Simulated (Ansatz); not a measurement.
The following input was run with Ansatz 0.2.0.

```yaml
crystal:
  lattice:
    - [3.9354137973, 0.0, 0.0]
    - [0.0, 3.9354137973, 0.0]
    - [0.0, 0.0, 3.9354137973]
  atoms:
    - { symbol: Rh, position: [0.5, 0.5, 0.5] }
    - { symbol: Pt, position: [0.5, 0.0, 0.0] }
    - { symbol: Pt, position: [0.0, 0.5, 0.0] }
    - { symbol: Pt, position: [0.0, 0.0, 0.5] }
basis:
  ecutwfc: 420
kpoints:
  mp_grid: { grid: [12, 12, 12] }
hamiltonian:
  xc: lda
scf:
  occupations: { method: gaussian, width: 0.1 }
output:
  forces: true
  stress: true
  eigenvalues: true
relax:
  adjacent_minimum: "off"
  f_tol: 0.005
  max_steps: 50
  cell: { stress_tol: 0.05 }
```

Launched with
```bash
ansatz run input.yaml --threads 1 --pin off --max-ram 2560MiB --backend cpu --events-out ev --progress --plain --runs-dir out
```

Method: DFT LDA, scalar-relativistic, plane waves, PAW in Ansatz.

Part of what the program printed, abridged:

```
Pseudopotentials: kind: paw
Pseudopotential: Rh, paw, valence charge 17, recommended cutoff 420 eV (normal)
Pseudopotential: Pt, paw, valence charge 18, recommended cutoff 420 eV (normal)
Functional definition: SPW92
Crystal: 4 atoms, lattice volume = 60.950 Å³
Basis set: ecut = 420 eV, 1213 PW (Γ)
Bands: 43, of which v1, the nominal top of the filled ones, is band 36 counted from 1 (35 counted from 0)
Symmetry: 48 space group operations
Space group: Pm-3m (ITA 221), of the structure as read, at distance tolerance 3.9e-5 Å
k-points: 84 of 1728
Initial density: superposition of atomic densities (neutral atoms: chi_scale 0, normalization atom), corrected by the library's trained network
Initial wavefunctions: pseudopotential atomic-orbital guess
Functional: x = slater, c = lda
SCF iter   1: F=—  HF=-43013.494049 eV  |F-HF|=—  |Δ(HF+E_count)|=         —  Δρ=1.08e-2  dr2=6.85e-2  ethr=1.77e-3  ⟨swp⟩=5.8  Hψ=12625  notcnv=0  defer=17
SCF iter   2: F=—  HF=-43013.487204 eV  |F-HF|=—  |Δ(HF+E_count)|=   6.85e-3  Δρ=5.15e-3  dr2=1.47e-2  ethr=9.64e-5  ⟨swp⟩=1.0  Hψ=4284  notcnv=0  defer=17
SCF iter   3: F=—  HF=-43013.484745 eV  |F-HF|=—  |Δ(HF+E_count)|=   2.46e-3  Δρ=5.87e-4  dr2=1.10e-4  ethr=2.06e-5  ⟨swp⟩=2.4  Hψ=4692  notcnv=0  defer=17
SCF iter   4: F=—  HF=-43013.484728 eV  |F-HF|=—  |Δ(HF+E_count)|=   1.71e-5  Δρ=8.13e-5  dr2=4.22e-6  ethr=1.54e-7  ⟨swp⟩=2.0  Hψ=4444  notcnv=0  defer=17
SCF iter   5: F=—  HF=-43013.484727 eV  |F-HF|=—  |Δ(HF+E_count)|=   7.53e-7  Δρ=2.86e-5  dr2=3.77e-7  ethr=5.94e-9  ⟨swp⟩=2.2  Hψ=4942  notcnv=0  defer=17
SCF iter   6: F=-43013.484727 eV  HF=-43013.484727 eV  |F-HF|=2.45e-9  |Δ(HF+E_count)|=   3.82e-8  Δρ=4.16e-6  dr2=7.58e-9  ethr=1.41e-10  ⟨swp⟩=7.5  Hψ=12814  notcnv=0
SCF 1 converged in 6 iterations: F = -43013.484727 eV  dr2 = 7.58e-9
relax step   1: F+E_penalty+E_count = -43013.48472709 eV  Δ(F+E_penalty+E_count) = +0.000e0 eV  max|allowed force component| = 1.578e-28 eV/Å  Δτ_max = 0.0000 Å  P = -15.596 GPa  Ω = 60.950 Å³  (6 SCF iters, dr2 threshold 1.00e-7 eV, accepted)
Crystal: 4 atoms, lattice volume = 52.463 Å³
Basis set: ecut = 420 eV, 1021 PW (Γ)
Initial density: handed on by an earlier stage of this run
Initial wavefunctions: those handed on with the density
SCF iter   1: F=—  HF=-43013.181925 eV  |F-HF|=—  |Δ(HF+E_count)|=         —  Δρ=1.61e-2  dr2=1.70e-1  ethr=2.39e-4  ⟨swp⟩=1.5  Hψ=18374  notcnv=0
SCF iter   2: F=—  HF=-43013.166551 eV  |F-HF|=—  |Δ(HF+E_count)|=   1.54e-2  Δρ=8.56e-3  dr2=4.80e-2  ethr=2.39e-4  ⟨swp⟩=1.0  Hψ=3612  notcnv=0
SCF iter   3: F=—  HF=-43013.159851 eV  |F-HF|=—  |Δ(HF+E_count)|=   6.70e-3  Δρ=1.18e-3  dr2=8.43e-4  ethr=6.77e-5  ⟨swp⟩=1.1  Hψ=3624  notcnv=0
SCF iter   4: F=—  HF=-43013.159597 eV  |F-HF|=—  |Δ(HF+E_count)|=   2.53e-4  Δρ=2.89e-4  dr2=6.98e-5  ethr=1.19e-6  ⟨swp⟩=2.4  Hψ=5792  notcnv=0
SCF iter   5: F=—  HF=-43013.159584 eV  |F-HF|=—  |Δ(HF+E_count)|=   1.31e-5  Δρ=7.18e-5  dr2=2.57e-6  ethr=9.83e-8  ⟨swp⟩=2.0  Hψ=5055  notcnv=0
SCF iter   6: F=-43013.159583 eV  HF=-43013.159584 eV  |F-HF|=1.79e-7  |Δ(HF+E_count)|=   5.89e-7  Δρ=2.49e-5  dr2=3.22e-7  ethr=5.63e-10  ⟨swp⟩=5.6  Hψ=13861  notcnv=0
SCF 2 converged in 6 iterations: F = -43013.159583 eV  dr2 = 3.22e-7
relax step   2: F+E_penalty+E_count = -43013.15958336 eV  Δ(F+E_penalty+E_count) = +3.251e-1 eV  max|allowed force component| = 2.741e-29 eV/Å  Δτ_max = 0.0000 Å  P = +35.801 GPa  Ω = 52.463 Å³  energy of the carried Pulay correction = +3.035e-3 eV  (6 SCF iters, dr2 threshold 4.00e-7 eV, rejected (line search))
Crystal: 4 atoms, lattice volume = 58.099 Å³
Basis set: ecut = 420 eV, 1141 PW (Γ)
SCF iter   1: F=—  HF=-43013.672274 eV  |F-HF|=—  |Δ(HF+E_count)|=         —  Δρ=1.21e-2  dr2=1.25e-1  ethr=1.74e-4  ⟨swp⟩=1.1  Hψ=15486  notcnv=0
SCF iter   2: F=—  HF=-43013.663747 eV  |F-HF|=—  |Δ(HF+E_count)|=   8.53e-3  Δρ=6.43e-3  dr2=3.61e-2  ethr=1.74e-4  ⟨swp⟩=1.0  Hψ=3612  notcnv=0
SCF iter   3: F=—  HF=-43013.659752 eV  |F-HF|=—  |Δ(HF+E_count)|=   3.99e-3  Δρ=8.94e-4  dr2=6.42e-4  ethr=5.09e-5  ⟨swp⟩=1.0  Hψ=3616  notcnv=0
SCF iter   4: F=—  HF=-43013.659614 eV  |F-HF|=—  |Δ(HF+E_count)|=   1.38e-4  Δρ=2.10e-4  dr2=3.70e-5  ethr=9.05e-7  ⟨swp⟩=2.4  Hψ=6078  notcnv=0
SCF iter   5: F=—  HF=-43013.659600 eV  |F-HF|=—  |Δ(HF+E_count)|=   1.46e-5  Δρ=4.74e-5  dr2=1.33e-6  ethr=5.21e-8  ⟨swp⟩=2.3  Hψ=4786  notcnv=0
SCF iter   6: F=—  HF=-43013.659602 eV  |F-HF|=—  |Δ(HF+E_count)|=   2.22e-6  Δρ=1.76e-5  dr2=1.66e-7  ethr=1.87e-9  ⟨swp⟩=2.1  Hψ=5252  notcnv=0
SCF iter   7: F=—  HF=-43013.659602 eV  |F-HF|=—  |Δ(HF+E_count)|=   3.58e-8  Δρ=3.43e-6  dr2=5.78e-9  ethr=2.34e-10  ⟨swp⟩=2.0  Hψ=4788  notcnv=0
SCF iter   8: F=—  HF=-43013.659602 eV  |F-HF|=—  |Δ(HF+E_count)|=   1.08e-9  Δρ=7.10e-7  dr2=2.12e-10  ethr=8.14e-12  ⟨swp⟩=2.2  Hψ=4799  notcnv=0
SCF iter   9: F=-43013.659602 eV  HF=-43013.659602 eV  |F-HF|=2.91e-11  |Δ(HF+E_count)|=  5.09e-11  Δρ=1.22e-7  dr2=6.00e-12  ethr=1.00e-12  ⟨swp⟩=4.0  Hψ=11601  notcnv=0
SCF 3 converged in 9 iterations: F = -43013.659602 eV  dr2 = 6.00e-12
relax step   3: F+E_penalty+E_count = -43013.65960178 eV  Δ(F+E_penalty+E_count) = -1.749e-1 eV  max|allowed force component| = 1.073e-28 eV/Å  Δτ_max = 0.0000 Å  P = -3.300 GPa  Ω = 58.099 Å³  energy of the carried Pulay correction = +9.711e-4 eV  (9 SCF iters, accepted)
Crystal: 4 atoms, lattice volume = 57.378 Å³
SCF iter   1: F=—  HF=-43013.666531 eV  |F-HF|=—  |Δ(HF+E_count)|=         —  Δρ=1.43e-3  dr2=1.64e-3  ethr=2.38e-6  ⟨swp⟩=1.0  Hψ=14888  notcnv=0
SCF iter   2: F=—  HF=-43013.666394 eV  |F-HF|=—  |Δ(HF+E_count)|=   1.37e-4  Δρ=7.61e-4  dr2=4.70e-4  ethr=2.31e-6  ⟨swp⟩=1.0  Hψ=3612  notcnv=0
SCF iter   3: F=—  HF=-43013.666331 eV  |F-HF|=—  |Δ(HF+E_count)|=   6.27e-5  Δρ=1.07e-4  dr2=8.16e-6  ethr=6.62e-7  ⟨swp⟩=1.1  Hψ=3624  notcnv=0
SCF iter   4: F=—  HF=-43013.666330 eV  |F-HF|=—  |Δ(HF+E_count)|=   1.33e-6  Δρ=2.47e-5  dr2=5.19e-7  ethr=1.15e-8  ⟨swp⟩=2.3  Hψ=6005  notcnv=0
SCF iter   5: F=-43013.666329 eV  HF=-43013.666329 eV  |F-HF|=1.51e-8  |Δ(HF+E_count)|=   1.10e-7  Δρ=5.32e-6  dr2=2.37e-8  ethr=7.31e-10  ⟨swp⟩=2.6  Hψ=5280  notcnv=0
SCF iter   6: F=-43013.666329 eV  HF=-43013.666329 eV  |F-HF|=1.15e-9  |Δ(HF+E_count)|=   6.10e-9  Δρ=2.11e-6  dr2=2.28e-9  ethr=3.34e-11  ⟨swp⟩=2.0  Hψ=11057  notcnv=0
SCF 4 converged in 6 iterations: F = -43013.666329 eV  dr2 = 2.28e-9
relax step   4: F+E_penalty+E_count = -43013.66632944 eV  Δ(F+E_penalty+E_count) = -6.728e-3 eV  max|allowed force component| = 8.007e-29 eV/Å  Δτ_max = 0.0000 Å  P = +0.469 GPa  Ω = 57.378 Å³  energy of the carried Pulay correction = +1.224e-3 eV  (6 SCF iters, dr2 threshold 4.00e-7 eV, accepted)
Crystal: 4 atoms, lattice volume = 57.464 Å³
SCF iter   1: F=—  HF=-43013.666429 eV  |F-HF|=—  |Δ(HF+E_count)|=         —  Δρ=1.72e-4  dr2=2.39e-5  ethr=3.03e-8  ⟨swp⟩=2.0  Hψ=14464  notcnv=0
SCF iter   2: F=—  HF=-43013.666427 eV  |F-HF|=—  |Δ(HF+E_count)|=   1.99e-6  Δρ=9.08e-5  dr2=6.70e-6  ethr=3.03e-8  ⟨swp⟩=1.0  Hψ=3612  notcnv=0
SCF iter   3: F=-43013.666426 eV  HF=-43013.666426 eV  |F-HF|=1.07e-7  |Δ(HF+E_count)|=   8.63e-7  Δρ=1.28e-5  dr2=1.40e-7  ethr=9.43e-9  ⟨swp⟩=1.1  Hψ=3619  notcnv=0
SCF iter   4: F=-43013.666426 eV  HF=-43013.666426 eV  |F-HF|=6.08e-9  |Δ(HF+E_count)|=   3.53e-8  Δρ=3.19e-6  dr2=8.87e-9  ethr=1.98e-10  ⟨swp⟩=1.2  Hψ=3631  notcnv=0
SCF iter   5: F=-43013.666426 eV  HF=-43013.666426 eV  |F-HF|=3.27e-10  |Δ(HF+E_count)|=   2.04e-9  Δρ=9.94e-7  dr2=5.45e-10  ethr=1.25e-11  ⟨swp⟩=2.0  Hψ=5128  notcnv=0
SCF iter   6: F=-43013.666426 eV  HF=-43013.666426 eV  |F-HF|=2.18e-11  |Δ(HF+E_count)|=  1.31e-10  Δρ=3.37e-7  dr2=6.93e-11  ethr=1.00e-12  ⟨swp⟩=1.0  Hψ=9377  notcnv=0
SCF 5 converged in 6 iterations: F = -43013.666426 eV  dr2 = 6.93e-11
relax step   5: F+E_penalty+E_count = -43013.66642592 eV  Δ(F+E_penalty+E_count) = -9.648e-5 eV  max|allowed force component| = 7.363e-30 eV/Å  Δτ_max = 0.0000 Å  P = +0.007 GPa  Ω = 57.464 Å³  energy of the carried Pulay correction = +1.194e-3 eV  (6 SCF iters, dr2 threshold 4.00e-7 eV, accepted)
Initial wavefunctions: pseudopotential atomic-orbital guess (no wavefunctions were taken with the density)
SCF iter   1: F=—  HF=-43013.665186 eV  |F-HF|=—  |Δ(HF+E_count)|=         —  Δρ=1.20e-4  dr2=1.05e-6  ethr=3.65e-8  ⟨swp⟩=3.4  Hψ=21008  notcnv=0
SCF iter   2: F=—  HF=-43013.665186 eV  |F-HF|=—  |Δ(HF+E_count)|=   7.70e-8  Δρ=6.27e-5  dr2=2.80e-7  ethr=1.48e-9  ⟨swp⟩=1.8  Hψ=4912  notcnv=0
SCF iter   3: F=—  HF=-43013.665186 eV  |F-HF|=—  |Δ(HF+E_count)|=   6.51e-9  Δρ=3.02e-6  dr2=2.02e-9  ethr=3.94e-10  ⟨swp⟩=3.0  Hψ=6540  notcnv=0
SCF iter   4: F=-43013.665186 eV  HF=-43013.665186 eV  |F-HF|=2.18e-11  |Δ(HF+E_count)|=  8.00e-11  Δρ=3.07e-7  dr2=3.51e-11  ethr=2.85e-12  ⟨swp⟩=2.4  Hψ=5798  notcnv=0
SCF iter   5: F=-43013.665186 eV  HF=-43013.665186 eV  |F-HF|=7.28e-12  |Δ(HF+E_count)|=  7.28e-12  Δρ=4.04e-8  dr2=5.31e-13  ethr=1.00e-12  ⟨swp⟩=1.0  Hψ=3612  notcnv=0
SCF iter   6: F=-43013.665186 eV  HF=-43013.665186 eV  |F-HF|=7.28e-12  |Δ(HF+E_count)|=  7.28e-12  Δρ=1.11e-8  dr2=1.35e-13  ethr=1.00e-12  ⟨swp⟩=1.0  Hψ=3612  notcnv=0
SCF iter   7: F=-43013.665186 eV  HF=-43013.665186 eV  |F-HF|=1.46e-11  |Δ(HF+E_count)|=  7.28e-12  Δρ=4.22e-9  dr2=1.57e-14  ethr=1.00e-12  ⟨swp⟩=1.0  Hψ=3612  notcnv=0
SCF iter   8: F=-43013.665186 eV  HF=-43013.665186 eV  |F-HF|=1.46e-11  |Δ(HF+E_count)|=  7.28e-12  Δρ=9.57e-10  dr2=9.01e-16  ethr=1.00e-12  ⟨swp⟩=1.0  Hψ=7561  notcnv=0
SCF 6 converged in 8 iterations: F = -43013.665186 eV  dr2 = 9.01e-16
SCF converged after 8 iterations
Free energy (F): -43013.665186 eV
Harris-Foulkes:  -43013.665186 eV  (|F-HF|=1.46e-11)
Internal energy: -43013.627429 eV  (E = F + TS)
E sigma→0 (E₀):  -43013.646307 eV
Entropy (-TS):   -0.037757 eV (-9.439 meV/atom)
Fermi energy:    23.669333 eV
--- Per-component energies (eV) ---
  E_band       = -447.941382
  E_kinetic    = 2492.968551
  E_local      = -5836.061981  (includes V_loc(G=0)·N_el)
  E_nonlocal   = 980.794697
  E_hartree    = 2131.702623
  E_xc         = -1004.148279
  E_vxc        = -1189.455120  (∫ρ·V_xc dr)
  E_paw        = -30997.205575  (= ΣΔE_a)
  E_vpaw       = -1159.594012  (= ΣTr[D̂ρ^β])
  E_aug_tail   = 0.001236  (compensation charges beyond the density's cutoff)
  E_ewald      = -10783.692791
  E_core_change = 2.014091  (= ΣΔE_core)
  E_smearing   = -0.037757  (= −TS)
--- Forces (eV/Å), atoms counted from 1 ---
  atom   1  Rh     0.00000000     0.00000000     0.00000000
  atom   2  Pt     0.00000000     0.00000000     0.00000000
  atom   3  Pt     0.00000000     0.00000000     0.00000000
  atom   4  Pt     0.00000000     0.00000000     0.00000000
--- Stress (GPa, compression-positive) ---
        0.012408       0.000000       0.000000
        0.000000       0.012408       0.000000
        0.000000       0.000000       0.012408
  P = ⅓ Tr σ = 0.0124 GPa (0.124 kbar)
--- Band table (eV; the first three rows and the last of 84) ---
  k-point 0: bands = ["-75.2243", "-75.1823", "-75.1823", "-54.7562", "-29.5279", "-29.5279", "-29.5279", "-29.2823", "-29.2823", "-29.2823", "-29.1475", "-29.1475", "-29.1475", "-22.7202", "-22.7202", "-22.7202", "13.4454", "16.2427", "16.4836", "16.4836", "16.8016", "16.8016", "16.8016", "19.8334", "19.8334", "19.8334", "22.0781", "22.0781", "23.6871", "23.8965", "23.8965", "24.1703", "24.1703", "24.1703", "24.4081", "24.4081", "24.4081", "25.6538", "25.6538", "25.6538", "32.8698", "32.8698", "35.2263"]
  k-point 1: bands = ["-75.2236", "-75.1830", "-75.1823", "-54.7561", "-29.5241", "-29.5241", "-29.5216", "-29.2833", "-29.2833", "-29.2825", "-29.1542", "-29.1502", "-29.1502", "-22.7212", "-22.7205", "-22.7205", "13.5416", "16.3048", "16.5296", "16.5597", "16.8405", "16.8637", "16.8637", "19.7688", "19.8822", "19.8822", "22.0028", "22.1027", "23.5885", "23.5885", "23.5931", "23.7904", "23.8458", "24.1705", "24.1917", "24.1917", "24.4083", "25.1884", "26.3727", "26.3727", "32.6671", "33.1795", "35.1059"]
  k-point 2: bands = ["-75.2218", "-75.1848", "-75.1823", "-54.7561", "-29.5134", "-29.5134", "-29.5032", "-29.2866", "-29.2866", "-29.2833", "-29.1738", "-29.1576", "-29.1576", "-22.7240", "-22.7213", "-22.7213", "13.8250", "16.4773", "16.6635", "16.7809", "16.9557", "17.0494", "17.0494", "19.5846", "20.0266", "20.0266", "21.7864", "22.1746", "22.5773", "22.5773", "23.2903", "23.4696", "23.7308", "23.8282", "23.8282", "24.1305", "24.1713", "24.4089", "27.5405", "27.5405", "32.2196", "33.3225", "35.1707"]
  k-point 83: bands = ["-75.1962", "-75.1962", "-75.1962", "-54.7557", "-29.6578", "-29.4821", "-29.4821", "-29.4821", "-29.1735", "-29.1735", "-29.1516", "-29.1516", "-29.1516", "-22.7220", "-22.7220", "-22.7220", "16.0858", "16.0858", "16.0858", "16.5857", "19.4761", "19.4761", "19.4761", "19.7695", "19.7695", "19.7695", "20.1189", "20.1189", "22.9786", "23.3992", "23.3992", "23.3992", "23.6940", "23.6940", "23.6940", "23.9039", "23.9039", "23.9039", "23.9501", "23.9501", "29.7086", "29.7086", "29.7086"]
--- Relaxed structure (5 steps of the walk, 4 accepted, 1 SCFs on fresh bases) ---
  F+E_penalty+E_count = -43013.66518576 eV   max|allowed force component| = 1.742e-29 eV/Å   (the final SCF, on the basis selected at the relaxed cell)
  cell:  # Å, volume = 57.4636 Å³
    - [3.85890747, 0.0, 0.0]
    - [0.0, 3.85890747, 0.0]
    - [0.0, 0.0, 3.85890747]
  atoms:
    - { symbol: Rh, position: [0.5, 0.5, 0.5] }
    - { symbol: Pt, position: [0.5, 0.0, 0.0] }
    - { symbol: Pt, position: [0.0, 0.5, 0.0] }
    - { symbol: Pt, position: [0.0, 0.0, 0.5] }
```

The relaxation met its thresholds.

It took 50 s on 1 thread of Intel(R) Xeon(R) Platinum 8488C (Sapphire Rapids), with other jobs on the host, peak memory 0.48 GiB.

Spin–orbit coupling is left out, which can shift energies with elements as heavy as these.